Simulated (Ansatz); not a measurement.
TiO₂ (anatase)

```
CELL_PARAMETERS angstrom
     -1.88900     1.88900     4.79434
      1.88900    -1.88900     4.79434
      1.88900     1.88900    -4.79434
ATOMIC_POSITIONS crystal
  Ti 0.50000 0.50000 0.00000
  Ti 0.25000 0.75000 0.50000
  O  0.29278 0.29278 0.00000
  O  0.04278 0.54278 0.50000
  O  0.45722 0.95722 0.50000
  O  0.70722 0.70722 0.00000
```

This relaxed cell (volume V₀) is scaled evenly in all directions, its shape held. The atoms relax within the cell's symmetry.

Method: r2SCAN (plane waves to 500 eV, PAW, scalar-relativistic; Ansatz, an electronic-structure program). k mesh 12×12×12 (Γ-centred), Fermi-Dirac smearing 0.05 eV. Energies are smeared free energies. Compression counts positive. With the shape held, the modulus is that of even scaling; a crystal free to change shape is softer. The PAW data are Ansatz's earlier set. TiO2 is run without spin polarisation. TiO2 was relaxed with its symmetry unable to fall. The zero of ΔE is the relaxed starting cell.

```tsv
V (Å³/atom)	ΔE (meV/atom)
9.580	258.0
9.885	169.6
10.189	102.9
10.493	54.9
10.797	23.2
11.101	5.5
11.405	0.0
11.709	5.0
12.013	19.1
12.318	41.0
12.622	69.7
12.926	104.1
13.230	withheld
```

Q: Fit a third-order Birch-Murnaghan form (E₀, V₀, B₀, B₀′ free) to the given rows and predict ΔE at V = 13.230.

A: Least squares on the 12 given rows: ΔE = E₀ + (9V₀B₀/16)·y²·[2 + (B₀′ − 4)y], y = (V₀/V)^(2/3) − 1, with V₀ = 11.407 Å³/atom, B₀ = 206.6 GPa (160.2 GPa = 1 eV/Å³; the term in eV is multiplied by 1000), B₀′ = 4.39, E₀ = 0.07 meV/atom; root-mean-square residual 0.11 meV/atom. At 13.230 the fit gives 143.9 meV/atom; the calculation gives 143.5 meV/atom, so the extrapolation is off by 0.4 (+0.3 %). For the pressure the fit gives -22.2 GPa against the computed -21.9 GPa.

(Under strain, the slope of the energy per volume gives the stress and its curvature an elastic modulus.)
